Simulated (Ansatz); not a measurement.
The relaxed structure here is a generated cell of TaSi2: the first start was made by a random draw of sites in a space group, and the end was not matched to a known phase here, so it may be hypothetical. Known forms of TaSi2 include space group No. 181.

One stationary structure of TaSi$_{2}$. Calculation: PBEsol (plane waves to 420 eV, PAW, scalar-relativistic; Ansatz, an electronic-structure program).

```cif
data_Si2Ta
_chemical_formula_sum 'Si2 Ta1'
_space_group_name_H-M_alt 'P 1'
_space_group_IT_number 1
_cell_length_a 4.36564
_cell_length_b 4.36564
_cell_length_c 2.62697
_cell_angle_alpha 90.000
_cell_angle_beta 90.000
_cell_angle_gamma 120.000
loop_
_space_group_symop_operation_xyz
  'x, y, z'
loop_
_atom_site_label
_atom_site_type_symbol
_atom_site_fract_x
_atom_site_fract_y
_atom_site_fract_z
_atom_site_occupancy
Si1 Si 0.66667 0.33333 0.50000 1
Si2 Si 0.33333 0.66667 0.50000 1
Ta1 Ta 0.00000 0.00000 0.00000 1
```

**Question.** Find the space group and the Wyckoff positions (tolerance 0.01 Å).

**Answer.** Space group P6/mmm (No. 191); a = b = 4.366 Å, c = 2.627 Å, α = β = 90.00°, γ = 120.00°

```csv
atom,site,symmetry,x,y,z
Si,2d,-6m2,0.3333,0.6667,0.5000
Ta,1a,6/mmm,0.0000,0.0000,0.0000
```

**Question.** Give the shortest distances between elements (the closest pairs, up to four, under 3.6 Å).

**Answer.** Si–Si 2.52 Å; Ta–Ta 2.63 Å; Si–Ta 2.84 Å.

```json
{
 "volume_per_atom": "14.45 Å³",
 "density": "9.08 g/cm³",
 "band_gap": "zero (metallic)"
}
```

No spin polarisation in the result. The relaxed primitive cell holds an odd number of electrons. A magnetic state may lie lower.

The run could not lose the symmetry of its start: the end is stationary, and may be a saddle point rather than a minimum.

All atoms sit on sites fixed by symmetry, so only the cell could relax.
